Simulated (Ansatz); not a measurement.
GeSe (rock salt, Fm-3m), the program Ansatz at the LDA level (PAW), all energies at zero smearing, with the estimated change up to a 700 eV cutoff added, with one set of potentials and settings (totals compare only within such a set). Cell of 2 atoms (1 Ge, 1 Se): -9599.454 eV.

```csv
element,reference phase,E (eV/atom)
Ge,"Fd-3m, 2 atoms in the cell",-4215.7216
Se,"P3_121, 3 atoms in the cell",-5383.2604
```

Formation energy per atom, worked out: (-9599.454 − 1×(-4215.7216) − 1×(-5383.2604))/2 = -0.236 eV/atom (-23 kJ per mol of atoms), at 0 K, without zero-point energy or fitted corrections.

The workflow started from a Materials Project entry (that database holds measured and hypothetical structures alike); the Crystallography Open Database copy checked does not list it. It is not the phase usual at ambient conditions (space group No. 62). The LDA relaxation kept the symmetry of its start. At this level the phase is dynamically unstable (imaginary phonons). The references are the lowest solids computed at this level, not always the standard phases.

Potentials: the later of the program's two PAW sets.
